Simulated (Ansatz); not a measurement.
AlIr (rock salt, Fm-3m) at seven volumes, PBE in the plane-wave PAW code Ansatz, scaled uniformly. One row is withheld.

```tsv
V (Å³/atom)	P (GPa)
14.651	17.93
15.134	?
15.617	5.03
16.100	-0.01
16.583	-4.29
17.066	-7.92
17.549	-11.01
```

Task: Fit the shown pressures and predict the withheld one.

Result: Third-order Birch–Murnaghan: P = (3/2)B₀(x^(7/2) − x^(5/2))[1 + (3/4)(B′ − 4)(x − 1)] with x = (V₀/V)^(2/3). Least squares on the six rows gives V₀ = 16.099 Å³/atom, B₀ = 154.4 GPa, B′ = 4.41. At V = 15.134, x = 1.0421 and P = 10.94 GPa. The run itself gave 10.95 GPa.

The start of the workflow was typed in or built on a structure type; neither database checked (COD, Materials Project) lists it. Its standing as an ambient phase is unchecked. The PBE relaxation kept the symmetry of its start; its stability against distortions is not shown here. No spin polarisation was allowed. Spin–orbit coupling is left out wherever it is not named.

Potentials: the later of the program's two PAW sets.
